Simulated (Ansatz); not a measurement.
## EuNbO3, first-principles data

EuNbO3:
```xyz
5
Lattice="4.0076 0.0000 0.0000 0.0000 4.0076 0.0000 0.0000 0.0000 4.0076" Properties=species:S:1:pos:R:3 pbc="T T T"
Eu     2.0038     2.0038     2.0038
Nb     0.0000     0.0000     0.0000
O      2.0038     0.0000     0.0000
O      0.0000     2.0038     0.0000
O      0.0000     0.0000     2.0038
```
The run is spin-polarised; directions of the spins, atom by atom: ↑ 0 0 0 0.

Space group Pm-3m (No. 221), cubic perovskite; conventional cell a = b = c = 4.008 Å, α = β = γ = 90.00°.

Method: PBEsol in the plane-wave PAW code Ansatz. Structure relaxed to zero pressure with the same functional. Other levels are named where they apply.

**Cell and energy**

```yaml
volume_per_atom: 12.87 Å³
density: 7.56 g/cm³
Formation energy from the elements (no fitted shifts): -2.84 eV/atom
```

**Electronic structure**

```yaml
electronic_character: metallic (no gap)
Density of states at the Fermi level: 0.29 states/eV per atom (mean over ±0.08 eV)
```

**Magnetism**

```yaml
magnetic_order: ferromagnetic
net_moment: 1.36 μB per atom
```

**Mechanics**

```yaml
Bulk modulus (Birch–Murnaghan fit): 193 GPa
Pressure derivative B′: 4.4
```

**Charges**

```yaml
bader_charges: Eu +1.59, Nb +2.34, O -1.31 e
```

The measured cell (COD 1561463, doi:10.1016/j.jssc.2016.04.032; 500 K, pressure taken as ambient) has 13.07 Å³ per atom; the computed volume differs by -1.5 %, which includes thermal expansion and zero-point motion.

The workflow started from an entry of the Crystallography Open Database (COD, 500 K), which files this formula under 3 space groups. Whether it is the stable phase at ambient conditions was not checked. The cell was relaxed with PBEsol under the symmetry of its start; whether a distortion lowers the energy is not shown. Magnetic state: ferromagnetic, chosen from 4 collinear starts compared on coarse meshes (ties went to the first, and starts can fall back to one state), not a proven ground state. The 4f shell is in the valence, and the state reached may lie above the lowest one. No Hubbard U is applied. The compound may be a true metal, but semilocal functionals without U, or a wrong spin order, can also close a gap. Point labels and valley counts follow the cell and symmetry of the run, lower than the named group. The references are the lowest solids computed at this level, not always the standard phases (solids in place of the gases). Scalar-relativistic: spin–orbit coupling is off unless named, which matters more the heavier the elements.

Potentials: the later of the program's two PAW sets.
